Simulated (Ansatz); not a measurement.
Input:

TiS$_{2}$:
```cif
data_S2Ti
_chemical_formula_sum 'Ti1 S2'
_space_group_name_H-M_alt 'P 1'
_space_group_IT_number 1
_cell_length_a 3.35082
_cell_length_b 3.35082
_cell_length_c 5.63734
_cell_angle_alpha 90.000
_cell_angle_beta 90.000
_cell_angle_gamma 120.000
loop_
_space_group_symop_operation_xyz
  'x, y, z'
loop_
_atom_site_label
_atom_site_type_symbol
_atom_site_fract_x
_atom_site_fract_y
_atom_site_fract_z
_atom_site_occupancy
Ti1 Ti 0.00000 0.00000 0.00000 1
S1 S 0.66667 0.33333 0.25273 1
S2 S 0.33333 0.66667 0.74727 1
```

This is the PBEsol-relaxed structure.

**Question.** All from plane-wave PAW PBEsol (Ansatz code), unless another level is named. Give the electronic character.

**Answer.** metallic (no gap).

**Question.** Give the formation energy from the elements (no fitted shifts).

**Answer.** -1.35 eV/atom.

**Question.** And the density of states at the Fermi level?

**Answer.** 0.16 states/eV per atom (mean over ±0.08 eV).

Space group P-3m1 (CdI2 type). The cell was relaxed with PBEsol under the symmetry of its start; of distortions, only those at the zone centre were tested. The workflow began spin-polarised and lost its moments. A crystal of weakly bound layers computed without a dispersion correction: the cell and the soft elastic constants depend strongly on that. The references are the lowest solids computed at this level, not always the standard phases.

Potentials: the later of the program's two PAW sets.
